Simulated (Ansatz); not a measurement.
## Si₂W: stiffness from a series of strains

```
CELL_PARAMETERS angstrom
-1.60600 1.60600 3.94000
1.60600 -1.60600 3.94000
1.60600 1.60600 -3.94000
ATOMIC_POSITIONS crystal
Si 0.33300 0.33300 0.00000
Si 0.66700 0.66700 0.00000
W 0.00000 0.00000 0.00000
```

Atom numbers follow the list: Si1, Si2, W3.

Conventional cell: a = 3.212 Å, b = 3.212 Å, c = 7.880 Å, α = 90.00°, β = 90.00°, γ = 90.00°. Si (atom 1) has 5 Si at 2.62 to 2.63 Å and 5 W at 2.62 Å as nearest neighbours. Around W (atom 3) lie 10 Si at 2.62 Å.

The geometry is COD entry 1010283, unchecked; take it as a test cell. It differs from other determinations.

No spin–orbit coupling, which matters for the heavy atoms here.

Theory: Ansatz 0.2.0, DFT, LDA, all-electron LAPW, scalar-relativistic.

The runs use a Γ-centred 11×11×14 k mesh, Fermi–Dirac smearing of 0.05 eV, basis error target 1 meV/atom, no spin polarisation; this mesh doesn't keep the crystal's whole symmetry, which leaves small spurious terms.

The strain is applied along the Cartesian axes of the cell as listed (the other components stay zero). Fractional coordinates are held (clamped ions).

σ is the change of stress from the unstrained cell, which is at -7.28 GPa; tension is positive, so slopes are stress–strain coefficients at that pressure. In a metal the k mesh adds noise.

Only quantities that a quadratic follows smoothly over the whole series are listed; rougher ones are left out.

| εxx = εyy | σzz (GPa) | σxx (GPa) |
| --- | --- | --- |
| -0.0300 | -6.28 | -18.13 |
| -0.0200 | -3.89 | -11.49 |
| -0.0100 | -1.81 | -5.46 |
| 0.0000 | 0.00 | 0.00 |
| 0.0100 | 1.56 | 4.92 |
| 0.0300 | 4.08 | 13.29 |

(1) Fit the series and read off the stiffness at zero strain.

(2) One run, at εxx = εyy = 0.0200, is withheld. Predict its row.

## Answers

(1) Least-squares fits y = p0 + p1 x + p2 x² to the rows give σzz (GPa): p1 = 172, p2 = -1200; σxx (GPa): p1 = 523, p2 = -2700. So C13 + C23 = 172 GPa and C11 + C12 = 523 GPa, for these axes.

(2) The fits give 2.96, 9.39; the run gave 2.91, 9.33.
